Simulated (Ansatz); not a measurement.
GaN:
```
GaN
1.0
    5.53544     0.00000     0.00000
    0.00000     5.53544     0.00000
    0.00000     0.00000     3.21420
Ga N
4 4
Direct
  0.32057   0.67943   0.00000
  0.67943   0.32057   0.00000
  0.82057   0.82057   0.50000
  0.17943   0.17943   0.50000
  0.31781   0.31781   0.00000
  0.68219   0.68219   0.00000
  0.18219   0.81781   0.50000
  0.81781   0.18219   0.50000
```

The program Ansatz at the PBE level (PAW) gives a gap of 1.73 eV without spin–orbit coupling, maximum on the M–Γ line, 88 % of the way from M, minimum at Γ.

Q: What happens when spin–orbit coupling is switched on?

A: The gap hardly moves, to 1.73 eV; maximum on the M–Γ line, 89 % of the way from M, minimum at Γ.

Q: Give the electron effective mass with spin–orbit coupling.

A: 0.16 mₑ (isotropic).

Q: Give the hole effective mass with spin–orbit coupling.

A: 0.40, 1.7, 2.0 mₑ (principal values).

Space group P4_2/mnm. The start of the workflow was typed in or built on a structure type; neither database checked (COD, Materials Project) lists it. It is not the phase usual at ambient conditions (space group No. 186, 216). The cell was relaxed with PBE under the symmetry of its start; its stability against distortions is not shown here.

Potentials: the earlier of the program's two PAW sets.
